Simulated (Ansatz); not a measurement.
MoW:
```
MoW
1.0
    3.14198     0.00000     0.00000
    0.00000     3.14198     0.00000
    0.00000     0.00000     3.14198
Mo W
1 1
Direct
  0.00000   0.00000   0.00000
  0.50000   0.50000   0.50000
```

Relaxed with PBEsol. Special points in fractions of this cell's reciprocal vectors: Γ (0.000, 0.000, 0.000); X (0.000, 0.500, 0.000); M (0.500, 0.500, 0.000); R (0.500, 0.500, 0.500).

Task: List the band energies nearest the Fermi level at these points for the program Ansatz at the PBEsol level (PAW).

Result: In eV from the Fermi level; about four levels below and three above (degenerate sets whole), none deeper than 8.9 eV; points with the same levels are listed once.

```tsv
k	below	above
Γ	-5.76 -5.76 -1.33 -1.33 -1.33	1.96 1.96 4.70 4.70 4.70
X	-0.72 -0.72 -0.42 -0.42	0.88 1.42 3.40
M	-6.16 -5.62 -3.55 -3.55	1.22 1.22 1.90
R	-2.88 -2.88 -2.88 -2.73 -2.73 -2.73	2.49 2.49 3.37 3.37
```

Space group Pm-3m (CsCl type). The start of the workflow was typed in or built on a structure type; neither database checked (COD, Materials Project) lists it. Whether it is the stable phase at ambient conditions was not checked. The cell was relaxed with PBEsol under the symmetry of its start; whether a distortion lowers the energy is not shown. The run is not spin-polarised. Scalar-relativistic: spin–orbit coupling is off unless named, which matters more the heavier the elements.

Potentials: the earlier of the program's two PAW sets. The files were generated under PBE; for other functionals the program regenerates the frozen cores, and for LDA and PBEsol the local potential too.
